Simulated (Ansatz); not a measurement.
Trial structure of SnCl, not yet relaxed:

```xyz
2
Lattice="2.3890 0.0000 0.0000 0.0000 4.4443 0.0000 0.0000 0.0000 5.8586" Properties=species:S:1:pos:R:3 pbc="T T T"
Sn    1.1945    2.2222    0.0000
Cl    1.1945    0.0000    2.9293
```

All numbers below come from DFT PBE, scalar-relativistic, plane waves, PAW in Ansatz. Plane waves to 420 eV, a k mesh through Γ of 8×4×4 on the computed 2-atom cell and Gaussian smearing (0.10 eV); no spin polarisation.

The zero of energy is the elements' standard structures at the same level (Cl₂ as a molecule); no fitted shifts are applied. The references include grey tin.

Q: What does a single point on this coarse mesh give?

A: The pressure is 8.9 GPa (the mean over three directions, positive in compression), the largest force is 0.00 eV/Å (symmetry fixes the atoms), and the energy is +0.69 eV/atom against the elements. The shortest distance is 2.39 Å.

Q: How much does it gain on relaxing, and where does it end?

A: Relaxing gains about 1.2 eV/atom (the start's value is from the coarse mesh, so the gain is rough) in 24 ionic steps and ends at −0.53 eV/atom on the finer mesh. The symmetry stays Pmmm (No. 47). The volume per atom shrinks by 10.2 %, from 31.1 to 27.9 Å³. The shortest distance goes from 2.39 Å (Cl–Cl and Sn–Sn) to 2.94 Å (Sn–Cl). Conventional cell: a = 3.342 Å, b = 3.571 Å, c = 4.680 Å. Around Sn lie 4 Cl at 2.94 Å, 2 Sn at 3.34 Å and 2 Sn at 3.57 Å; Cl has 4 Sn at 2.94 Å, 2 Cl at 3.34 Å and 2 Cl at 3.57 Å.

The last run used a 16×16×12 mesh (in the run's order of axes) for its 2-atom cell and Gaussian smearing of 0.10 eV. An odd number of electrons in the primitive cell allows no gap without spin; a larger cell or a magnetic state could open one. The relaxation can't lower the symmetry of the start. A structure relaxed within its symmetry needn't be a true minimum. Another cell of SnCl relaxed alike, in P4/nmm, lies 59 meV/atom lower, so this cell isn't the stable form at this level.
